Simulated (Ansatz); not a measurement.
Each is relaxed and computed with PBE (plane waves, PAW; program Ansatz). Which is the only one with a gap?
A) CoGe2, Fddd (Ge on 16f, Co on 8a)
B) GeS2, anatase
C) Ge2Mo, fluorite or antifluorite type
D) Zr2Ge, P6_3/mmc (Ge on 2c, Zr on 2a, Zr on 2d)

B, GeS2, anatase. GeS2: gap 0.59 eV (indirect); Ge2Mo: metal; Zr2Ge: metal; CoGe2: metal. Constructed cells (a structure type filled with these elements, in neither database checked): GeS2, anatase; Ge2Mo, fluorite or antifluorite type; Zr2Ge, P6_3/mmc (Ge on 2c, Zr on 2a, Zr on 2d); CoGe2, Fddd (Ge on 16f, Co on 8a). Began spin-polarised and lost the moments: CoGe2, Fddd (Ge on 16f, Co on 8a). All cells were relaxed under the symmetry of their starts (and spin orders); stability against distortions was not tested throughout. Rows with no word on spin ran without spin polarisation. Scalar-relativistic: spin–orbit coupling is off unless named, which matters more the heavier the elements.

Potentials: the later of the program's two PAW sets.
